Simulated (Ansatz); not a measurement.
## Bi₂Te₂PbS₂, one structure, two calculations

Cell: an entry of the Crystallography Open Database (COD; perhaps a calculated or model structure), its atoms then relaxed with PBE in this cell.

Space group R-3m:H (No. 166); a = 4.2722, c = 80.7301 Å, γ = 120.00°.

| site | Wyckoff | site symmetry | x | y | z |
| --- | --- | --- | --- | --- | --- |
| Bi1 | 6c | 3m | 0.0000 | 0.0000 | 0.9363 |
| Bi3 | 6c | 3m | 0.0000 | 0.0000 | 0.1452 |
| Te5 | 6c | 3m | 0.0000 | 0.0000 | 0.5808 |
| Te7 | 6c | 3m | 0.0000 | 0.0000 | 0.7897 |
| Pb | 6c | 3m | 0.0000 | 0.0000 | 0.6456 |
| S11 | 6c | 3m | 0.0000 | 0.0000 | 0.2913 |
| S13 | 3a | -3m | 0.0000 | 0.0000 | 0.0000 |
| S14 | 3b | -3m | 0.0000 | 0.0000 | 0.5000 |

One atom of each set is listed; the run and its k-mesh use a cell of 14 atoms with edges of 27.02, 27.02, 27.02 Å.

First run. All values are calculated (Ansatz; DFT, PBE, plane waves and PAW, scalar-relativistic, 420 eV cutoff, Γ-centred 8×8×8 k-points, Fermi–Dirac smearing 0.02 eV), not measured.

```
site  V_zz (10²¹ V/m²)     η
 Bi1             -0.97  0.00
 Bi3             -0.74  0.00
 Te5              0.71  0.00
 Te7              1.04  0.00
  Pb              0.86  0.00
 S11            -0.006  0.00
 S13             -0.43  0.00
 S14              0.26  0.00
```

Second run. The same atoms and settings, except that the functional is r2SCAN and the cutoff is 500 eV.

(1) Given the first result, estimate the second.

Results:

(1) 

| site | V_zz | η | change of V_zz |
| --- | --- | --- | --- |
| Bi1 | -0.90 | 0.00 | +0.07 |
| Bi3 | -0.75 | 0.00 | -0.01 |
| Te5 | -0.053 | 0.00 | -0.76 |
| Te7 | 0.26 | 0.00 | -0.78 |
| Pb | 0.82 | 0.00 | -0.04 |
| S11 | -0.076 | 0.00 | -0.07 |
| S13 | -0.45 | 0.00 | -0.02 |
| S14 | 0.14 | 0.00 | -0.12 |

The largest change of V_zz is on Te7, from 1.04 to 0.26. In per cent, |V_zz| changes by -7 to +2 on Bi, -75 on Te, -4 on Pb (all sites that start above 0.5, bar those whose gradient vanishes or changes sign or whose main axis turns by over 40°). V_zz changes sign on Te5 (same axis).

Spin–orbit coupling is left out, which shifts gradients on Bi and Pb by a few per cent in wide-gap crystals, and can shift them far more where the calculated gap is small or absent, as here.
For the first run: With a gap of 0.3 eV on this mesh, small gradients can still move by 0.1 × 10²¹ V/m² or more as the k-mesh gets denser.
For the second run: With a gap of 0.6 eV on this mesh, small gradients can still move by 0.1 × 10²¹ V/m² or more as the k-mesh gets denser.
